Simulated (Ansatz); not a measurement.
## Stability checks on a candidate for AlZn₃

The cell was found from a structure generator's guess, not taken from experiment.

These are results of DFT PBE, scalar-relativistic, plane waves, PAW in Ansatz 0.2.0, not measurements. Cutoff 420 eV, Γ-centred 8×8×8 mesh (8-atom cell), Gaussian smearing of 0.10 eV, no spin polarisation.

```
Al Zn
1.0
     5.04026    0.00000    0.00000
     0.00000    5.04026    0.00000
     0.00000    0.00000    5.04026
Al Zn
2 6
Cartesian
  0.0000 0.0000 0.0000
  2.5201 2.5201 2.5201
  1.2601 0.0000 2.5201
  2.5201 3.7802 0.0000
  3.7802 0.0000 2.5201
  2.5201 1.2601 0.0000
  0.0000 2.5201 3.7802
  0.0000 2.5201 1.2601
```

Energies over the elements count from the elements' standard structures at the same level, with no fitted energy shifts.

**Question.** These tests were run: energy against the elements; phonons at Γ; elastic tensor. What do they show?

**Answer.**

| test | result |
| --- | --- |
| energy against the elements | +0.07 eV/atom |
| phonons at Γ | lowest optical mode 49 cm⁻¹ |
| elastic tensor | least eigenvalue 6 GPa |

It fails one test: energy against the elements. It may still be a metastable minimum. Undecided within the accuracy: elastic tensor.

The run for the phonons used an 8×8×8 k mesh and Fermi–Dirac smearing of 0.15 eV. The run for the elastic tensor used an 8×8×8 k mesh and Fermi–Dirac smearing of 0.15 eV.
